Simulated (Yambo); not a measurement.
```
RbBr
1.0
    4.07168     0.00000     0.00000
    0.00000     4.07168     0.00000
    0.00000     0.00000     4.07168
Br Rb
1 1
Direct
  0.50000   0.50000   0.50000
  0.00000   0.00000   0.00000
```

RbBr (CsCl type, space group Pm-3m, No. 221): mean Im ε in 1 eV windows above the direct gap of 6.43 eV, for different electron-hole kernels (Yambo, broadening 0.15 eV, PBEsol (pw.x of Quantum ESPRESSO, ONCV potentials, with spin-orbit coupling) bands; 6×6×6 mesh, 6 valence and 6 conduction bands, static screening with 68 bands and a 4 Ry block, scissor 2.41 eV, Tamm-Dancoff; field along x).

```tsv
window (eV)	independent quasiparticles	RPA (no attraction)	BSE
6.4 to 7.4	0.5	0.4	3.3
7.4 to 8.4	1.3	0.9	3.8
8.4 to 9.4	4.0	2.6	2.1
```

This run doesn't resolve bound excitons or single peaks, so only averages are given, and they too depend on the mesh; weight that the attraction moves below the gap isn't listed. All transitions below 10.31 eV are in the band window. The scissor comes from a G0W0 run whose convergence isn't established.

Geometry relaxed with PBEsol.

This is not the ordinary phase of the substance; no match was found in the copy of COD used, and its stability was not checked.
